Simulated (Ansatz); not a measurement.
A geometry of AlRh away from equilibrium: step 2 of the relaxation of a relaxed AlRh cell displaced along its unstable phonon at q = (½, ½, 0) of its primitive reciprocal cell (105i cm⁻¹), largest move 0.15 Å. All values below come from PBEsol (plane waves to 420 eV, PAW, scalar-relativistic; Ansatz, a first-principles code). Γ-centred k-mesh 10×10×6 on the run's cell (coarser than for final values), Fermi–Dirac smearing 0.05 eV.

```xyz
8
Lattice="6.3689 -0.0002 0.0000 3.1843 3.1843 0.0000 0.0000 0.0000 5.4254" Properties=species:S:1:pos:R:3:forces:R:3 pbc="T T T" free_energy=-27458.717 pressure_GPa=1.5
Al     1.4152     0.0005     3.5149   -0.0799    0.0012   -0.0402
Al     4.9537    -0.0008     3.5149    0.0799   -0.0012   -0.0402
Al     6.3683     1.7690     1.9105   -0.0012    0.0799    0.0402
Al     3.1850     1.4151     1.9105    0.0012   -0.0799    0.0402
Rh     1.4152     0.0006     0.8782   -0.2037    0.0025    0.0131
Rh     4.9538    -0.0008     0.8782    0.2037   -0.0025    0.0131
Rh     6.3682     1.7691     4.5472   -0.0025    0.2037   -0.0131
Rh     3.1850     1.4150     4.5472    0.0025   -0.2037   -0.0131
```

Positions in Å, forces in eV/Å, free energy of the cell in eV (comparable only within this code, potentials and settings). Largest force: 0.20 eV/Å, on Rh5, Rh6, Rh7, Rh8 (atoms numbered as listed); the geometry lies 0.06 eV/atom above the end of its relaxation.

No spin polarisation in the result.

The run could not lose the symmetry of its start, so the end can be a saddle point.

The end of the path is a generated cell of AlRh: the first start was made by placing the elements on the sites of a structure type, and the end was not matched to a known phase here, so it may be hypothetical.
